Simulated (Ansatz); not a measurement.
# H3OF at a changed volume: ¹⁷O NMR of the central transition

Cell: a COD entry, relaxed with PBE at fixed cell and then changed (volume scaled by 0.99, ions relaxed).

Space group Pnma (No. 62); a = 6.1892, b = 4.1580, c = 6.1743 Å.

| site | Wyckoff | site symmetry | x | y | z |
| --- | --- | --- | --- | --- | --- |
| H1 | 8d | 1 | 0.3905 | 0.4544 | 0.2643 |
| H9 | 4c | .m. | 0.3025 | 0.2500 | 0.0473 |
| O | 4c | .m. | 0.4153 | 0.2500 | 0.1716 |
| F | 4c | .m. | 0.3543 | 0.7500 | 0.3781 |

One atom of each set is listed.

The numbers come from a DFT calculation in Ansatz (PBE, plane waves and PAW, scalar-relativistic, 420 eV cutoff, Γ-centred 4×5×4 k-points, Fermi–Dirac smearing 0.02 eV).

¹⁷O has I = 5/2 and Q = -25.58 mb (Pyykkö 2018); at 7.05 T its Larmor frequency is ν₀ = 40.7 MHz. Only the quadrupole interaction is simulated: positions count from each site's isotropic chemical shift, and shift anisotropy, dipolar and J coupling are left out.

Problem. What does the ¹⁷O spectrum (static powder) show for each site?

Solution. 

```csv
site,first shell,C_Q (MHz),η,P_Q (MHz),δ_QIS (ppm),breadth (kHz)
O,3 H at 1.04 Å,7.16,0.03,7.16,-186,40.4
```

δ_QIS = −(ν_Q²/30ν₀²)[I(I+1) − 3/4](1 + η²/3) × 10⁶ ppm with ν_Q = 3|C_Q|/[2I(2I−1)]; it falls as 1/B₀² in ppm, and the breadth as 1/B₀ in kHz.

At O V_zz stands upright on the plane through its three neighbours (within 1°).
